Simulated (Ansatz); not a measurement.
Cu:
```xyz
1
Lattice="0.0000 1.7590 1.7590 1.7590 0.0000 1.7590 1.7590 1.7590 0.0000" Properties=species:S:1:pos:R:3 pbc="T T T"
Cu     0.0000     0.0000     0.0000
```

Relaxed with LDA.

Which orbitals make up the states near the Fermi level in LDA (plane waves, PAW; program Ansatz)?

Within 0.5 eV of the Fermi level: Cu 4s 42 %, Cu 3d 35 %, outside the projected shells 23 %. Projections are on Löwdin-orthogonalised atomic valence shells; empty p or d shells of many metals are not among them.

Tabulate the density of states.

States/eV per cell of 1 atom, in 0.25 eV bins, energy from the Fermi level.

```csv
E (eV),total,Cu 3d,Cu 4s
-7.85,0.12,0.01,0.11
-7.60,0.14,0.01,0.12
-7.35,0.15,0.02,0.13
-7.10,0.17,0.02,0.14
-6.85,0.18,0.03,0.15
-6.60,0.21,0.05,0.16
-6.35,0.24,0.07,0.17
-6.10,0.30,0.11,0.18
-5.85,0.40,0.19,0.20
-5.60,0.65,0.42,0.22
-5.35,1.04,0.81,0.22
-5.10,1.15,0.96,0.18
-4.85,1.56,1.42,0.12
-4.60,2.11,2.02,0.07
-4.35,1.84,1.80,0.02
-4.10,1.82,1.77,0.02
-3.85,2.33,2.23,0.05
-3.60,2.79,2.65,0.08
-3.35,3.40,3.23,0.10
-3.10,3.49,3.36,0.08
-2.85,2.28,2.18,0.05
-2.60,2.86,2.78,0.05
-2.35,3.08,3.01,0.04
-2.10,2.77,2.71,0.04
-1.85,4.31,4.25,0.05
-1.60,2.06,1.98,0.07
-1.35,0.38,0.28,0.09
-1.10,0.36,0.22,0.11
-0.85,0.34,0.18,0.12
-0.60,0.32,0.15,0.12
-0.35,0.31,0.13,0.12
-0.10,0.29,0.11,0.12
0.15,0.29,0.09,0.12
0.40,0.27,0.08,0.12
0.65,0.27,0.07,0.12
0.90,0.26,0.06,0.11
1.15,0.26,0.05,0.11
1.40,0.26,0.04,0.10
1.65,0.25,0.04,0.09
1.90,0.24,0.03,0.08
2.15,0.22,0.03,0.08
2.40,0.21,0.02,0.07
2.65,0.20,0.02,0.06
2.90,0.19,0.02,0.05
3.15,0.17,0.01,0.04
3.40,0.16,0.01,0.04
3.65,0.15,0.01,0.03
3.90,0.13,0.01,0.03
4.15,0.17,0.01,0.06
4.40,0.27,0.02,0.14
4.65,0.28,0.02,0.15
```

Space group Fm-3m (fcc (Cu type)). The LDA relaxation kept the symmetry of its start. No spin polarisation was allowed.

Potentials: the earlier of the program's two PAW sets. The files were generated under PBE; for other functionals the program regenerates the frozen cores, and for LDA and PBEsol the local potential too.
